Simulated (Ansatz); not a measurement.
Ansatz input file:

```yaml
crystal:
  lattice:
    - [-3.899503, 3.915946, -3.888461]
    - [3.902138, 3.913488, 3.883367]
    - [3.89979, -3.910853, -3.883654]
  atoms:
    - { symbol: Ru, position: [0.7526381595, 0.5079465743, 0.7456094155] }
    - { symbol: Ru, position: [0.9984010344, 0.5058706457, 0.5101926644] }
    - { symbol: Ru, position: [0.7397693366, 0.9934480515, 0.2428161893] }
    - { symbol: Ru, position: [0.7428217314, 0.7330383034, 0.4888434378] }
    - { symbol: Ru, position: [0.2552963829, 0.749001, 0.9921661816] }
    - { symbol: Rh, position: [0.5033609721, 0.7463537458, 0.7549748064] }
    - { symbol: Rh, position: [0.5117275413, 0.5141944134, 0.0056926817] }
    - { symbol: Pd, position: [0.2504804201, 0.9955341422, 0.7479924832] }
    - { symbol: Pd, position: [0.9981249812, 0.9918425597, 0.997447211] }
    - { symbol: Pd, position: [0.9980491321, 0.7491312241, 0.2482361688] }
    - { symbol: Ag, position: [0.0034347484, 0.2476359345, 0.7497486683] }
    - { symbol: Pt, position: [0.5057203499, 0.0001474283, 0.4980326823] }
    - { symbol: Pt, position: [0.2528610604, 0.2563811886, 0.5009357909] }
    - { symbol: Pt, position: [0.5099959315, 0.2517085057, 0.2535929634] }
    - { symbol: Pt, position: [0.2567440342, 0.5075433125, 0.2534983583] }
    - { symbol: Pt, position: [0.7526943821, 0.2517399326, 0.0038084444] }
basis:
  ecutwfc: 420
kpoints:
  mp_grid: { grid: [6, 6, 6] }
hamiltonian:
  xc: pbe
scf:
  occupations: { method: gaussian, width: 0.1 }
  n_extra_bands: 8
output:
  forces: true
  stress: true
  eigenvalues: true
  populations: true
  dos:
    method: { smearing: { sigma: 0.1, scheme: gaussian } }
    projected: true
    de: 0.02
  write_density: true
  write_potential: true
  elf: true
  volumetric_format: npy
```

Run as
```bash
ansatz run input.yaml --threads 4 --pin off --max-ram 9216MiB --backend cpu --events-out ev --progress --plain --runs-dir out
```

Computed with DFT PBE, scalar-relativistic, plane waves, PAW (Ansatz 0.2.0).

Abridged output:

```
scf.n_extra_bands = 8 over 139 filled bands (N_el = 277.0): the run solves 147 bands
Pseudopotentials: kind: paw
Pseudopotential: Ru, paw, valence charge 16, recommended cutoff 420 eV (normal)
Pseudopotential: Rh, paw, valence charge 17, recommended cutoff 420 eV (normal)
Pseudopotential: Pd, paw, valence charge 18, recommended cutoff 420 eV (normal)
Pseudopotential: Ag, paw, valence charge 19, recommended cutoff 420 eV (normal)
Pseudopotential: Pt, paw, valence charge 18, recommended cutoff 420 eV (normal)
Functional definition: PBE
Crystal: 16 atoms, lattice volume = 237.378 Å³
Basis set: ecut = 420 eV, 4651 PW (Γ), exchange–correlation on 96×96×96 points (8 copies of the dense FFT grid, shifted against one another)
Bands: 147, of which v1, the nominal top of the filled ones, is band 139 counted from 1 (138 counted from 0)
Symmetry: 1 space group operations
Space group: P1 (ITA 1), of the structure as read, at distance tolerance 6.2e-5 Å
k-points: 112 of 216 (time reversal used)
Initial density: superposition of atomic densities (neutral atoms: chi_scale 0, normalization atom), corrected by the library's trained network
Initial wavefunctions: pseudopotential atomic-orbital guess
Functional: x = pbe(κ = 0.804, μ = 0.21951497), c = pbe(β = 0.06672455)
SCF iter   1: F=—  HF=-133321.870958 eV  |F-HF|=—  |Δ(HF+E_count)|=         —  Δρ=7.97e-3  dr2=1.63e-1  ethr=1.77e-3  ⟨swp⟩=5.3  Hψ=55747  notcnv=0
SCF iter   2: F=—  HF=-133321.869497 eV  |F-HF|=—  |Δ(HF+E_count)|=   1.46e-3  Δρ=3.55e-3  dr2=2.93e-2  ethr=5.90e-5  ⟨swp⟩=1.8  Hψ=23089  notcnv=0
SCF iter   3: F=—  HF=-133321.869302 eV  |F-HF|=—  |Δ(HF+E_count)|=   1.95e-4  Δρ=7.31e-4  dr2=1.82e-3  ethr=1.06e-5  ⟨swp⟩=2.0  Hψ=19670  notcnv=0
SCF iter   4: F=—  HF=-133321.869191 eV  |F-HF|=—  |Δ(HF+E_count)|=   1.12e-4  Δρ=2.07e-4  dr2=2.28e-4  ethr=6.57e-7  ⟨swp⟩=2.1  Hψ=28963  notcnv=0
SCF iter   5: F=—  HF=-133321.869166 eV  |F-HF|=—  |Δ(HF+E_count)|=   2.45e-5  Δρ=7.53e-5  dr2=3.10e-5  ethr=8.25e-8  ⟨swp⟩=2.0  Hψ=28508  notcnv=0
SCF iter   6: F=—  HF=-133321.868623 eV  |F-HF|=—  |Δ(HF+E_count)|=   5.43e-4  Δρ=2.12e-5  dr2=1.56e-6  ethr=1.12e-8  ⟨swp⟩=2.0  Hψ=26882  notcnv=0
SCF iter   7: F=—  HF=-133321.868623 eV  |F-HF|=—  |Δ(HF+E_count)|=   1.24e-7  Δρ=7.42e-6  dr2=1.73e-7  ethr=5.63e-10  ⟨swp⟩=2.0  Hψ=27265  notcnv=0
SCF iter   8: F=-133321.868623 eV  HF=-133321.868623 eV  |F-HF|=1.64e-8  |Δ(HF+E_count)|=   1.35e-8  Δρ=2.63e-6  dr2=2.20e-8  ethr=3.61e-11  ⟨swp⟩=7.8  Hψ=100591  notcnv=0
SCF 1 converged in 8 iterations: F = -133321.868623 eV  dr2 = 2.20e-8
SCF converged after 8 iterations
Free energy (F): -133321.868623 eV
Harris-Foulkes:  -133321.868623 eV  (|F-HF|=1.64e-8)
Internal energy: -133321.762361 eV  (E = F + TS)
E sigma→0 (E₀):  -133321.815492 eV
Entropy (-TS):   -0.106261 eV (-6.641 meV/atom)
Fermi energy:    21.662531 eV
--- Per-component energies (eV) ---
  E_band       = -1883.806356
  E_kinetic    = 8964.666050
  E_local      = -24647.713041  (includes V_loc(G=0)·N_el)
  E_nonlocal   = 4153.382993
  E_hartree    = 9135.535974
  E_xc         = -3394.724538
  E_vxc        = -4135.119276  (∫ρ·V_xc dr)
  E_paw        = -86898.035165  (= ΣΔE_a)
  E_vpaw       = -4490.097246  (= ΣTr[D̂ρ^β])
  E_aug_tail   = 0.002818  (compensation charges beyond the density's cutoff)
  E_ewald      = -40634.877452
  E_smearing   = -0.106261  (= −TS)
--- Forces (eV/Å), atoms counted from 1 ---
  atom   1  Ru    -0.04680444     0.07564132     0.01496208
  atom   2  Ru     0.05656952    -0.00977129    -0.01081286
  atom   3  Ru    -0.03570840    -0.02351881     0.05095934
  atom   4  Ru     0.01553117    -0.02538123     0.00858641
  atom   5  Ru    -0.00671743     0.04478971     0.03796329
  atom   6  Rh    -0.00316745    -0.04287865    -0.05834282
  atom   7  Rh     0.03300760     0.03101502     0.03944368
  atom   8  Pd    -0.05973544     0.00850406     0.00317831
  atom   9  Pd     0.00653005    -0.00694342    -0.00838520
  atom  10  Pd     0.00073693    -0.00910338    -0.00843226
  atom  11  Ag    -0.01014635     0.00192030     0.00774226
  atom  12  Pt     0.02393275     0.00301007    -0.01386445
  atom  13  Pt     0.00080343    -0.01851387     0.00922162
  atom  14  Pt    -0.01906295    -0.02797882    -0.06491423
  atom  15  Pt     0.02825148    -0.00235305     0.00611999
  atom  16  Pt     0.01597101     0.00155017    -0.01346048
--- Stress (GPa, compression-positive) ---
        0.346123       0.164500       0.012470
        0.164500       0.403595       0.030741
        0.012471       0.030740       0.275133
  P = ⅓ Tr σ = 0.3416 GPa (3.416 kbar)
--- Band table (eV; the first three rows and the last of 112) ---
  k-point 0: bands = ["-77.2065", "-76.8621", "-76.8269", "-76.7138", "-76.7128", "-70.4567", "-63.1220", "-62.9296", "-62.8457", "-57.1272", "-56.8915", "-51.2696", "-51.2339", "-51.2197", "-51.1824", "-51.1693", "-33.9360", "-33.9321", "-33.9173", "-31.4896", "-31.4096", "-31.3873", "-31.1553", "-31.1146", "-31.0959", "-31.0803", "-31.0444", "-30.9722", "-30.9574", "-30.9531", "-30.9165", "-30.9083", "-30.8904", "-30.8785", "-28.8800", "-28.8524", "-28.8113", "-28.7065", "-28.6634", "-28.6130", "-28.6016", "-28.5807", "-28.5106", "-25.0827", "-25.0308", "-24.9743", "-24.8095", "-24.7976", "-24.7103", "-21.4822", "-21.4074", "-21.3237", "-21.3089", "-21.2889", "-21.2314", "-21.2084", "-21.1 ...
  k-point 1: bands = ["-77.2065", "-76.8621", "-76.8269", "-76.7138", "-76.7128", "-70.4567", "-63.1220", "-62.9296", "-62.8457", "-57.1272", "-56.8915", "-51.2691", "-51.2341", "-51.2208", "-51.1812", "-51.1697", "-33.9360", "-33.9321", "-33.9173", "-31.4896", "-31.4098", "-31.3874", "-31.1577", "-31.1131", "-31.0948", "-31.0809", "-31.0423", "-30.9719", "-30.9577", "-30.9532", "-30.9179", "-30.9080", "-30.8903", "-30.8788", "-28.8802", "-28.8524", "-28.8111", "-28.7066", "-28.6632", "-28.6133", "-28.6017", "-28.5798", "-28.5113", "-25.0828", "-25.0307", "-24.9743", "-24.8094", "-24.7977", "-24.7104", "-21.4828", "-21.4101", "-21.3193", "-21.3080", "-21.2895", "-21.2304", "-21.2068", "-21.1 ...
  k-point 2: bands = ["-77.2065", "-76.8621", "-76.8270", "-76.7138", "-76.7128", "-70.4567", "-63.1220", "-62.9296", "-62.8457", "-57.1272", "-56.8915", "-51.2680", "-51.2347", "-51.2227", "-51.1787", "-51.1708", "-33.9360", "-33.9321", "-33.9173", "-31.4895", "-31.4100", "-31.3876", "-31.1618", "-31.1113", "-31.0918", "-31.0825", "-31.0381", "-30.9712", "-30.9580", "-30.9534", "-30.9207", "-30.9078", "-30.8901", "-30.8795", "-28.8808", "-28.8525", "-28.8107", "-28.7066", "-28.6627", "-28.6139", "-28.6018", "-28.5778", "-28.5127", "-25.0830", "-25.0305", "-24.9744", "-24.8092", "-24.7977", "-24.7104", "-21.4842", "-21.4147", "-21.3106", "-21.3054", "-21.2919", "-21.2269", "-21.2071", "-21.2 ...
  k-point 111: bands = ["-77.2065", "-76.8621", "-76.8270", "-76.7138", "-76.7128", "-70.4567", "-63.1220", "-62.9296", "-62.8457", "-57.1272", "-56.8915", "-51.2672", "-51.2349", "-51.2234", "-51.1822", "-51.1672", "-33.9360", "-33.9321", "-33.9173", "-31.4901", "-31.4103", "-31.3885", "-31.1704", "-31.1052", "-31.0914", "-31.0612", "-31.0488", "-30.9763", "-30.9583", "-30.9542", "-30.9210", "-30.9057", "-30.8900", "-30.8820", "-28.8808", "-28.8525", "-28.8104", "-28.7063", "-28.6625", "-28.6152", "-28.6020", "-28.5766", "-28.5132", "-25.0830", "-25.0303", "-24.9744", "-24.8090", "-24.7979", "-24.7105", "-21.4902", "-21.4068", "-21.3211", "-21.3021", "-21.2764", "-21.2330", "-21.2090", "-21 ...
--- Löwdin populations: 16 sites ---
  site symbol q [e]
     0     Ru     16.1038
     1     Ru     16.0976
     2     Ru     16.1061
     3     Ru     16.1431
     4     Ru     16.1647
     5     Rh     16.9844
     6     Rh     17.0521
     7     Pd     17.2200
     8     Pd     17.2008
     9     Pd     17.1544
    10     Ag     18.6494
    11     Pt     17.9384
    12     Pt     18.0090
    13     Pt     17.8271
    14     Pt     17.9343
    15     Pt     17.9710
  spilling = 0.008822 (of n_electrons = 277.000000)
```

The calculation finished and met its thresholds.

It took 2.5 min on 4 threads of Intel(R) Xeon(R) Platinum 8259CL CPU @ 2.50GHz (Skylake/Cascade Lake), on a shared host, peak memory 3.1 GiB.

Spin-orbit coupling is left out, which matters for the bands of heavy elements. Spin polarisation was left out, and a magnetic state may lie lower.